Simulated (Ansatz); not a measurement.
AlN (zinc blende, F-43m), the program Ansatz at the LDA level (PAW), all energies at zero smearing, with the estimated change up to a 700 eV cutoff added, with one set of potentials and settings (totals compare only within such a set). Cell of 2 atoms (1 Al, 1 N): -889.815 eV.

```tsv
element	reference phase	E (eV/atom)
Al	Fm-3m, 1 atoms in the cell	-512.8748
N	P4_2/mnm, 4 atoms in the cell	-373.6525
```

Formation energy per atom, worked out: (-889.815 − 1×(-512.8748) − 1×(-373.6525))/2 = -1.644 eV/atom (-159 kJ per mol of atoms), at 0 K, without zero-point energy or fitted corrections.

The cell was relaxed with LDA under the symmetry of its start. The references are the lowest solids computed at this level, not always the standard phases (solids in place of the gases).

Potentials: the earlier of the program's two PAW sets. The files were generated under PBE; for other functionals the program regenerates the frozen cores, and for LDA and PBEsol the local potential too.
